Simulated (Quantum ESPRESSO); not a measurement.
```xyz
2
Lattice="2.4617 0.0000 0.0000 -1.2309 2.1319 0.0000 0.0000 0.0000 13.0000" Properties=species:S:1:pos:R:3 pbc="T T T"
C      0.0000     0.0000     0.0000
C      0.0000     1.4213     0.0000
```

The layer was cut from Materials Project entry mp-2516584 and relaxed with PBEsol in a cell 13.0 Å high, with the Coulomb interaction truncated along z.

**Question.** What does PBEsol (Quantum ESPRESSO, PseudoDojo norm-conserving, 82 Ry, scalar-relativistic) give for the electronic structure near the Fermi level?

**Answer.** At this level the gap is closed or nearly so: along the path the highest valence and lowest conduction bands touch, or overlap by less than 0.6 eV, a zero-gap or semimetallic result; the valence top lies at K, the conduction bottom at K.
